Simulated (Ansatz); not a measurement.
Bi2Se3, DFT, PBEsol, all-electron PAW with datasets made for the crystal, scalar-relativistic (Ansatz 0.2.0), run on 2 threads of Arm Neoverse V2 on a shared host.

The cell is COD entry 9011965, as deposited and not checked against the literature; nothing was relaxed. The listed cell was then made from it by scaling, straining or moving an atom.

Command: `ansatz run input.yaml --threads 2 --pin off --max-ram 8192MiB --backend cpu --events-out ev --progress --plain --runs-dir out`

```yaml
crystal:
  lattice:
    - [2.0507843038, 1.1840208698, 9.54533]
    - [-2.0507843038, 1.1840208698, 9.54533]
    - [0.0, -2.3680417398, 9.54533]
  atoms:
    - { symbol: Bi, position: [0.4008, 0.4008, 0.4008] }
    - { symbol: Bi, position: [0.5992, 0.5992, 0.5992] }
    - { symbol: Se, position: [0.0, 0.0, 0.0] }
    - { symbol: Se, position: [0.2117, 0.2117, 0.2117] }
    - { symbol: Se, position: [0.7883, 0.7883, 0.7883] }
kpoints:
  mp_grid: { grid: [6, 6, 6] }
scf:
  occupations: { method: fermi_dirac, width: 0.03 }
hamiltonian:
  xc: pbesol
  pseudopotentials: { kind: all_electron, datasets: crystal }
output:
  forces: true
  stress: true
  eigenvalues: true
  efg: { contact_densities: true }
```

Problem. How large is the problem that the program sets up?

Solution. 32 irreducible k-points, 1177 plane waves at Γ, 29 bands.

Problem. About how long does it take, and how much memory does it use?

Solution. 9.4 s of wall time for 9 SCF iterations, with a peak of 0.72 GiB. Times on shared machines scatter by tens of per cent.

Problem. And the same cell and mesh by frozen-core PAW, asked for forces, stress, eigenvalues, efg, write_density, write_potential, elf, on the same hardware?

Solution. 10 s, peak memory 0.59 GiB.
